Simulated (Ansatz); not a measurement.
The cell is SiOS as a Janus 2H monolayer; cell and atoms were relaxed with r2SCAN. The sheet's in-plane cell has a = 2.934 Å, b = 2.934 Å (γ = 120.0°), and its outermost atoms lie 2.50 Å apart along the normal. Si is surrounded by 3 O at 1.97 Å and 3 S at 2.25 Å; O is surrounded by 3 Si at 1.97 Å; S is surrounded by 3 Si at 2.25 Å.

```
CELL_PARAMETERS angstrom
2.93448 0.00000 0.00000
-1.46724 2.54133 0.00000
0.00000 0.00000 28.74923
ATOMIC_POSITIONS crystal
Si 0.33333 0.66667 0.31846
O 0.66667 0.33333 0.35375
S 0.66667 0.33333 0.26694
```
The sheet repeats along a and b alone.

3 runs of Ansatz 0.2.0 on this cell differ in the functional (and in the settings that go with it). Levels are in eV from each run's valence top; v1 is the last filled band, c1 the first empty one.

Run A, mean stress -2.3 N/m (compression positive):
```
point     v4     v3     v2     v1    c1    c2
    Γ  -4.89  -3.72  -0.21   0.00  0.00  4.07
    M  -6.24  -5.99  -2.22  -2.20  0.43  0.88
    K  -6.93  -5.87  -5.74  -1.81  1.59  1.75
```

Run B, mean stress -1.2 N/m (compression positive):
```
point     v4     v3     v2     v1    c1    c2
    Γ  -5.52  -4.42   0.00   0.00  0.70  4.57
    M  -7.17  -6.71  -2.69  -2.42  1.37  1.79
    K  -7.63  -6.81  -6.30  -2.22  2.66  2.74
```

Run C, mean stress 0.0 N/m (compression positive):
```
point     v4     v3     v2     v1    c1    c2
    Γ  -5.21  -3.98   0.00   0.00  0.24  4.51
    M  -6.62  -6.34  -2.42  -2.32  0.84  1.38
    K  -7.22  -6.26  -5.95  -2.00  2.06  2.18
```

**Question.** Match the runs to LDA, r2SCAN, HSE06.

**Answer.** A is LDA, B is HSE06, C is r2SCAN. In order of the gap: LDA 0, r2SCAN 0.24, HSE06 0.70 eV. The stress vanishes for r2SCAN, which relaxed the cell.

No spin polarisation and no zero-point or thermal motion; the cell was built from a prototype and may be hypothetical.

The program warns that its thresholds are loose for a hybrid's stress.

The meshes of the hybrids are coarse, so their gaps aren't converged to the digits shown.
